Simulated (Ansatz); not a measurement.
Values for one crystal, relaxed and computed with r²SCAN in the plane-wave PAW code Ansatz; other levels are named.

| Item | Value |
|---|---|
| Volume per atom | 16.69 Å³ |
| Electronic character | metallic (no gap) |
| Formation energy from the elements (no fitted shifts) | -0.56 eV/atom |
| Density of states at the Fermi level | 0.22 states/eV per atom (mean over ±0.08 eV) |

### Question
Pick the material that matches.
(A) YSiNi4, Cmmm (Y on 2a, Si on 2c, Ni on 4i, Ni on 4f)
(B) YCu2Ge2, I4/mmm (Y on 2a, Cu on 4d, Ge on 4e)
(C) LaAl2Ge2, P-3m1 (La on 1a, Al on 2d, Ge on 2d)
(D) YSi, Cmcm (Y on 4c, Si on 4c)

### Answer
B, YCu2Ge2, I4/mmm (Y on 2a, Cu on 4d, Ge on 4e)

The workflow started from a Materials Project entry (that database holds measured and hypothetical structures alike); the Crystallography Open Database copy checked does not list it. Whether it is the stable phase at ambient conditions was not checked. The cell was relaxed with r²SCAN under the symmetry of its start; whether a distortion lowers the energy is not shown. No spin polarisation was allowed. The references are the lowest solids computed at this level, not always the standard phases. Scalar-relativistic: spin–orbit coupling is off unless named, which matters more the heavier the elements.

Potentials: the earlier of the program's two PAW sets.
